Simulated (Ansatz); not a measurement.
Data:

Relaxed InAs (zinc blende):

```yaml
crystal:
  lattice:
    - [0.00000, 3.05455, 3.05455]
    - [3.05455, 0.00000, 3.05455]
    - [3.05455, 3.05455, 0.00000]
  atoms:
    - { symbol: As, position: [0.75000, 0.75000, 0.75000] }
    - { symbol: In, position: [0.00000, 0.00000, 0.00000] }
```

In this cell atom 2 (In, nearest neighbour As at 2.645 Å; its periodic images, 4.3 Å or more away, move with it) is moved by s along Cartesian [111], unit vector (0.577, 0.577, 0.577); all other atoms and the cell stay fixed.

Level of theory: r2SCAN (plane waves to 500 eV, PAW, scalar-relativistic; Ansatz, a quantum-chemistry and plane-wave program). k mesh 8×8×8 (Γ-centred), Fermi-Dirac smearing 0.05 eV. The energy includes the smearing's −TS. Left out: 1 of 11 points, with atoms too close for the PAW data. As the smearing reaches across the gap at some points, energies and forces of such displacements shift with the k mesh and the smearing. InAs was relaxed with its symmetry unable to fall. ΔE is measured from the undisplaced structure.

The scan covers s from -0.632 to 0.790 Å in 10 points.

Question: Is the energy the same for displacements of ±0.632 Å, and if not, which side lies higher?

Answer: Not even: the negative side lies higher at ±0.632 Å. With its periodic images moving along, the atom's site symmetry in this cell is -43m.

Question: What force acts on the atom along the line at s = -0.632 Å?

Answer: 13.9 eV/Å.

Question: What is the energy change at s = 0.790 Å?

Answer: 819 meV/cell.

Question: What is the force constant k = d²E/ds² of this move at s = 0?

Answer: 7.32 eV/Å².

Question: With two atoms in the cell this is the zone-centre optical mode. What wavenumber follows?

Answer: 210 cm⁻¹.

(A displaced cell: forces are minus the slopes of the energy, force constants its curvatures, and phonons follow from these.)
